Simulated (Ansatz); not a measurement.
SrHfBr6 in 8 trial structures

SrHfBr6 was placed in 8 structures, borrowed from other compounds or built from prototypes, and relaxed with PBEsol and then r2SCAN+rVV10 in the plane-wave code Ansatz, symmetry kept. Energies are static, from a final single point; gaps are the least over its mesh and special points. The cells were built from prototypes, so some may not be known phases; spin polarisation is off.

```csv
start,ends in,volume (Å³/atom),"energy, r2SCAN+rVV10 (meV/atom)","gap, r2SCAN+rVV10 (eV)",shaken (PBEsol)
LaAlH6 type (No. 166),R-3m,41.70,66,3.25,returns (8 atoms)
MgZrF6 type (No. 225),Fm-3m,43.95,114,3.34,falls 66 meV
KCrF6 type (No. 148),R-3,34.43,27,3.11,returns (8 atoms)
AlSiNi6 type (No. 123),P4/mmm,26.24,878,metal,falls 820 meV
MoWO6 type (No. 8),Amm2,46.92,245,1.83,falls 31 meV
CuSnF6 type (No. 2),R-3,32.61,0,3.59,returns (8 atoms)
TiCuF6 type (No. 2),R-3,32.61,0,3.58,returns (8 atoms)
MgTiF6 type (No. 148),R-3,32.61,0,3.59,returns (8 atoms)
```
Energies count from the lowest cell; the last column tells what a randomly displaced small cell does when relaxed without symmetry, which tests only the distortions that fit it.

Of the symmetric cells the lowest is the one started from MgTiF6 type (No. 148), which ends in R-3 (No. 148), 27 meV an atom below the next (KCrF6 type (No. 148)). With PBEsol alone and the shaken cells counted, the lowest of the cells computed is the shaken one from AlSiNi6 type (No. 123) (P1), about 27 meV an atom below the lowest symmetric cell, that from MgTiF6 type (No. 148). Other structures, not tried here, could lie lower.

The start from CuSnF6 type (No. 2), TiCuF6 type (No. 2) relaxes into the same structure as MgTiF6 type (No. 148). The cells shaken are PBEsol's, whose volumes can differ from those tabled by ten per cent. The falls are PBEsol's, in meV an atom on the shaken cell's own mesh; a cell that falls isn't a minimum, and its place in the table may change once it distorts.

The cells in order of energy (the first three):
- MgTiF6 type (No. 148): R-3, 32.61 Å³ an atom. Around Sr lie 6 Br at 3.05 Å; around Hf lie 6 Br at 2.61 Å; around Br lie 1 Hf at 2.61 Å and 1 Sr at 3.05 Å.
- KCrF6 type (No. 148): R-3, 34.43 Å³ an atom. Sr is surrounded by 6 Br at 3.09 Å; Hf is surrounded by 6 Br at 2.61 Å; Br is surrounded by 1 Hf at 2.61 Å and 1 Sr at 3.09 Å.
- LaAlH6 type (No. 166): R-3m, 41.70 Å³ an atom. Sr has 6 Br at 3.09 Å; Hf has 6 Br at 2.61 Å; Br has 1 Hf at 2.61 Å and 1 Sr at 3.09 Å.

The lowest symmetric cell:
```yaml
crystal:
  lattice:
    - [3.43768, 1.98474, 6.37257]
    - [-3.43768, 1.98474, 6.37257]
    - [0.00000, -3.96949, 6.37257]
  atoms:
    - { symbol: Sr, position: [0.50000, 0.50000, 0.50000] }
    - { symbol: Hf, position: [0.00000, 0.00000, 0.00000] }
    - { symbol: Br, position: [0.59540, 0.95446, 0.21678] }
    - { symbol: Br, position: [0.95446, 0.21678, 0.59540] }
    - { symbol: Br, position: [0.78322, 0.40460, 0.04554] }
    - { symbol: Br, position: [0.04554, 0.78322, 0.40460] }
    - { symbol: Br, position: [0.40460, 0.04554, 0.78322] }
    - { symbol: Br, position: [0.21678, 0.59540, 0.95446] }
```

No spin-orbit coupling is included; it can move band edges with weight on the heavy atoms by tenths of an eV.

For some runs the program warns that the potential is rough where the density is thin, which bears on the empty states there.
